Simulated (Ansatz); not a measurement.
The elements of this relaxed trial crystal are hidden behind letters.

```
lattice vectors (Å)
   4.8888    0.0000    0.0000
   0.0000    4.8888    0.0000
   0.0000    0.0000    4.6602
fractional positions
X 0.5000 0.0000 0.6481
X 0.0000 0.5000 0.6481
X 0.0000 0.0000 0.1297
Z 0.5000 0.5000 0.2399
```

Computed with Ansatz 0.2.0, DFT PBE, scalar-relativistic, plane waves, PAW. Settings of the last relaxation (4-atom cell): 420 eV, 10×10×10 k points, Gaussian smearing of 0.10 eV, no spin polarisation.

| Quantity | Value |
| --- | --- |
| Space group | P4mm (No. 99) |
| Conventional cell | a = 4.889 Å, c = 4.660 Å |
| Volume per atom | 27.84 Å³ |
| Density | 6.31 g/cm³ |
| Formation energy | −0.13 eV/atom |
| Gap on the 10×10×10 mesh of the 4-atom cell | 0 eV (a metal) |

Energies are uncorrected and count from the elements' standard states at the same level.

Question: X is a p-block element of period 5 and Z is a p-block element of period 4. Which elements are they?

Answer: X = In, Z = Se, so the formula is In3Se. Density times volume gives a mean mass of 6.31 × 27.84/1.6605 = 105.8 u per atom, and this set has 105.9 u. Among the elements that the hints allow, noble gases aside, only these give it. In on a site of symmetry 2mm is surrounded by 2 Se at 3.10 Å, 8 In at 3.32–3.46 Å and 2 Se at 3.69 Å; around In on a site of symmetry 4mm lie 8 In at 3.32–3.44 Å and 4 Se at 3.49 Å; around Se lie 4 In at 3.10 Å, 4 In at 3.49 Å and 4 In at 3.69 Å.

An odd number of electrons in the primitive cell allows no gap without spin; a larger cell or a magnetic state could open one. A structure relaxed within its symmetry needn't be a true minimum. Another cell of In3Se relaxed alike, in P-3m1, lies 44 meV/atom lower, so this cell isn't the stable form at this level.
